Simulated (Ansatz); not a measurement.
Q: Each is relaxed and computed with the program Ansatz at the r²SCAN level (PAW). Which is the only metal?
A) MgCo2O4, spinel
B) HfSiO4, I4_1/amd (Hf on 4a, Si on 4b, O on 16h)
C) Hf3Co2Si3, Cmcm (Pearson symbol oS32)
D) HfO2, P2_1/c (Hf on 4e, O on 4e, O on 4e)

A: C, Hf3Co2Si3, Cmcm (Pearson symbol oS32). Hf3Co2Si3: metal; HfSiO4: gap 6.00 eV (indirect); MgCo2O4: gap 1.78 eV; HfO2: gap 4.59 eV (indirect). Spin orders computed, not proven ground states: Hf3Co2Si3, Cmcm (Pearson symbol oS32) ferromagnetic. Standing as an ambient phase not checked: Hf3Co2Si3, Cmcm (Pearson symbol oS32); MgCo2O4, spinel. All cells were relaxed under the symmetry of their starts (and spin orders); stability against distortions was not tested throughout. Rows with no word on spin ran without spin polarisation. Scalar-relativistic: spin–orbit coupling is off unless named, which matters more the heavier the elements.

Potentials: the later of the program's two PAW sets.
